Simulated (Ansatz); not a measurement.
P2W:
```
P2W
1.0
    1.59115    -5.58681     0.00000
    1.59115     5.58681     0.00000
    0.00000     0.00000     4.99144
P W
4 2
Cartesian
  1.59115   4.81414   1.90971
  1.59115  -4.81414   4.40543
  1.59115  -3.34572   0.99571
  1.59115   3.34572   3.49143
  1.59115   1.04337   2.50031
  1.59115  -1.04337   0.00459
```

Relaxed with r²SCAN.

**Question.** Map the electron localisation function on the plane through (0.069, 0.931, 0.383) spanned by u = [0, 0, 1] and v = [1, -1, 0] in lattice vectors, from r²SCAN (plane waves, PAW; program Ansatz).

**Answer.** x is the fraction of u, y of v (the angle between them is 90°; rows are the nearest grid lines); atoms in the plane: P at (0.00, 0.00), P at (0.50, 0.86), P at (0.82, 0.73), P at (0.32, 0.13), W at (0.12, 0.34), W at (0.62, 0.52).
```
|00046532111233333456886100|
|56787421124678876433455445|
|88886422345678887532234678|
|44443456773000025542111234|
|44333467887312699986545554|
|87532234555667999985225888|
|87532111112235688850001688|
|65310000000001357863101466|
|31000012232222346899999763|
|10000123333212454322344321|
|10000012321135777653222211|
|11100011222477400477422221|
|22222233432245677763112332|
|11233322343211122222344211|
|24677631123322222233443212|
|86213675222222111111222368|
|57766763222210000011221135|
|22333234565320000012343322|
|22235689998631000012333322|
|12478987555665310000000001|
|24677500001687642100000112|
|79999985457887543334667767|
|47999986566765433456888744|
|00046532111233333456886100|
```
Scale: ten equal steps from 0.000 (start of '0') to 0.920 (end of '9'), in the order '0123456789'; x runs from 0.000 to 1.00, y from 0.000 (bottom) to 1.00 (top).

The density is the valence pseudo-density with augmentation charge, so density and ELF within about 1 Å of a nucleus are not all-electron values.

Space group Cmc2_1. The workflow started from a Materials Project entry (that database holds measured and hypothetical structures alike); the Crystallography Open Database files this formula in space group No. 36, but the cells were not matched. Its standing as an ambient phase is unchecked. The r²SCAN relaxation kept the symmetry of its start; its stability against distortions is not shown here. No spin polarisation was allowed. Scalar-relativistic: spin–orbit coupling is off unless named, which matters more the heavier the elements.

Potentials: the earlier of the program's two PAW sets.
